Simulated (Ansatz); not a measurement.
B6P:
Space group R-3m, hexagonal axes (No. 166); a = 5.979 Å, b = 5.979 Å, c = 11.829 Å, α = 90.00°, β = 90.00°, γ = 120.00°

```
atom  site  symmetry       x       y       z
----  ----  --------  ------  ------  ------
B      18h        .m  0.1555  0.3109  0.0284
B      18h        .m  0.2092  0.1046  0.1174
P       6c        3m  0.0000  0.0000  0.4051
```
(The calculation used a cell of 14 atoms; values per cell refer to that cell.)

Relaxed with r²SCAN. r²SCAN in the plane-wave PAW code Ansatz gives a gap of 2.67 eV.

Problem. What gap does HSE06 give on the same cell (Ansatz, PAW)?

Solution. 3.22 eV, 0.54 eV more. The hybrid was solved on a coarser mesh and at special points; its gap is the smallest among all of these.

```
k   v1 r²SCAN  c1 r²SCAN    v1 HSE06    c1 HSE06
--  ---------  ---------  ----------  ----------
Γ       -0.07       4.68  (withheld)  (withheld)
T        0.00       3.24  (withheld)  (withheld)
L       -0.07       2.67       -0.26        3.22
F       -0.41       3.56  (withheld)  (withheld)
S0      -0.39       3.56  (withheld)  (withheld)
H0      -0.75       3.84       -0.79        4.39
```

Problem. Top valence (v1) and lowest conduction level (c1) in eV from each method's valence maximum (which need not be a listed point): supply the withheld HSE06 values.

Solution. 
- F, v1 HSE06: -0.58
- F, c1 HSE06: 4.05
- S0, v1 HSE06: -0.57
- S0, c1 HSE06: 4.09
- T, v1 HSE06: 0.00
- T, c1 HSE06: 3.86
- Γ, v1 HSE06: -0.26
- Γ, c1 HSE06: 5.23

Cost on shared cores: the r²SCAN run (SCF on a 6×6×6 mesh, then bands and DOS) very roughly 80 core-seconds, the HSE06 run (SCF on 4×4×4, then a few points) around 3 core-minutes (rough); the tasks are unlike.

The first step of the workflow began from a Materials Project structure, measured or hypothetical; the Crystallography Open Database copy checked does not list it. Whether it is the stable phase at ambient conditions was not checked. The cell was relaxed with r²SCAN under the symmetry of its start; whether a distortion lowers the energy is not shown.

Potentials: the earlier of the program's two PAW sets.
